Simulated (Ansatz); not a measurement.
An Ansatz (a quantum-chemistry and plane-wave program) run. Input:

Ansatz 0.2 input:
```yaml
crystal:
  lattice:
    - [0.0, 3.6793217993, 3.6793217993]
    - [3.6793217993, 0.0, 3.6793217993]
    - [3.6793217993, 3.6793217993, 0.0]
  atoms:
    - { symbol: Ir, position: [0.125, 0.125, 0.125] }
    - { symbol: Ir, position: [0.625, 0.125, 0.125] }
    - { symbol: Ir, position: [0.125, 0.125, 0.625] }
    - { symbol: Ir, position: [0.125, 0.625, 0.125] }
    - { symbol: Sc, position: [0.5, 0.5, 0.5] }
    - { symbol: Sc, position: [0.75, 0.75, 0.75] }
kpoints:
  mp_grid: { grid: [10, 10, 10] }
hamiltonian:
  xc: r2scan
  pseudopotentials: { kind: paw }
scf:
  occupations: { method: gaussian, width: 0.1 }
checkpoint: { read: metal.run }
output: { write_density: true, elf: true, volumetric_format: npy }
basis: { fft_grid_basis: typed }
```

Output (shortened):

```
Pseudopotential: Ir, paw, valence charge 17
Pseudopotential: Sc, paw, valence charge 11
Functional definition: r2SCAN
Crystal: 6 atoms, lattice volume = 99.617 Å³
Basis set: ecut = 500 eV, 2637 PW (Γ), exchange–correlation on 160×160×160 points (64 copies of the dense FFT grid, shifted against one another)
Bands: 54, of which v1, the nominal top of the filled ones, is band 45 counted from 1 (44 counted from 0)
Symmetry: 48 space group operations
Space group: Fd-3m (ITA 227), of the structure as read, at distance tolerance 4.6e-5 Å
k-points: 47 of 1000
Stability of the state it starts from, as read at its close in the unpolarized treatment …
iter 1 solved again at ethr=8.87e-8 eV; its pass at ethr=3.10e-3 eV (dr2=7.98e-5 eV) is discarded
SCF iter   1: F=—  HF=-52080.984291 eV  |F-HF|=—  |Δ(HF+E_count)|=         —  Δρ=4.25e-7  dr2=9.33e-11  dr2_τ=5.96e-11  ethr=8.87e-8  ⟨swp⟩=3.0  Hψ=13838  notcnv=0
preconditioner: auto → Kerker (q_TF=auto, 2.683 Å⁻¹)
SCF iter   2: F=-52080.984291 eV  HF=-52080.984291 eV  |F-HF|=1.46e-11  |Δ(HF+E_count)|=   1.30e-7  Δρ=2.41e-7  dr2=4.50e-11  dr2_τ=6.25e-11  ethr=1.00e-12  ⟨swp⟩=6.1  Hψ=8754  notcnv=0
SCF 1 converged in 2 iterations: F = -52080.984291 eV  dr2 = 4.50e-11
SCF converged after 2 iterations
Free energy (F): -52080.984291 eV
Harris-Foulkes:  -52080.984291 eV  (|F-HF|=1.46e-11)
Internal energy: -52080.966483 eV  (E = F + TS)
E sigma→0 (E₀):  -52080.975387 eV
Entropy (-TS):   -0.017807 eV (-2.968 meV/atom)
Fermi energy:    19.070131 eV
--- Per-component energies (eV) ---
  E_band       = -960.456321
  E_kinetic    = 3017.687248
  E_local      = -7334.080461  (includes V_loc(G=0)·N_el)
  E_nonlocal   = 457.942677
  E_hartree    = 2809.909197
  E_xc         = -1225.287528
  E_vxc        = -1623.242770  (∫ρ·V_xc dr)
  E_paw        = -38926.530340  (= ΣΔE_a)
  E_vpaw       = -1201.432082  (= ΣTr[D̂ρ^β])
  E_aug_tail   = -0.000102  (compensation charges beyond the density's cutoff)
  E_vtau       = 102.850305  (kinetic-family band-sum trace: ∫τ·v_τ [+ j·A + Jᵃ·Aᵃ] dr)
  E_ewald      = -10878.862615
  E_core_change = -1.744558  (= ΣΔE_core)
  E_smearing   = -0.017807  (= −TS)
  E_closure    = 0.000000  (closes the sum)
  Σ components = -52080.984291   (vs F -52080.984291, Δ=0.00e0)
  [band-id]    e_kinetic+e_local+e_nonlocal+2·e_hartree+e_vxc+e_vpaw+e_augmentation_tail+e_vtau = -960.456791   (vs E_band -960.456321, Δ=-4.70e-4)
--- Band table (eV; the first three rows and the last of 47) ---
  k-point 0: bands = ["-75.1445", "-75.0547", "-75.0547", "-75.0547", "-32.9151", "-32.8649", "-32.2680", "-31.6422", "-31.6422", "-31.6422", "-31.4199", "-31.4199", "-31.0565", "-31.0565", "-31.0565", "-31.0422", "-31.0422", "-31.0422", "-10.5906", …
  k-point 1: bands = ["-75.1429", "-75.0564", "-75.0547", "-75.0547", "-32.9146", "-32.8657", "-32.2515", "-31.6391", "-31.6347", "-31.6347", "-31.4161", "-31.4161", "-31.0776", "-31.0624", "-31.0624", "-31.0481", "-31.0481", "-31.0422", "-10.5915", …
  k-point 2: bands = ["-75.1383", "-75.0610", "-75.0547", "-75.0547", "-32.9132", "-32.8681", "-32.2062", "-31.6295", "-31.6151", "-31.6151", "-31.4034", "-31.4034", "-31.1374", "-31.0934", "-31.0934", "-31.0512", "-31.0512", "-31.0422", "-10.5941", …
  k-point 46: bands = ["-75.0997", "-75.0997", "-75.0547", "-75.0547", "-32.8929", "-32.8929", "-31.8384", "-31.8384", "-31.4603", "-31.4603", "-31.3427", "-31.3427", "-31.2909", "-31.2909", "-31.1550", "-31.1550", "-31.0997", "-31.0997", "-10.6184", …
```

Cost: very roughly 23 core-seconds on shared cores.

The workflow started from an entry of the Crystallography Open Database (COD). Its standing as an ambient phase is unchecked. The cell was relaxed with r²SCAN under the symmetry of its start; its stability against distortions is not shown here. The run is not spin-polarised. Spin–orbit coupling is left out wherever it is not named.

Potentials: the later of the program's two PAW sets.

Ansatz is a plane-wave DFT program.
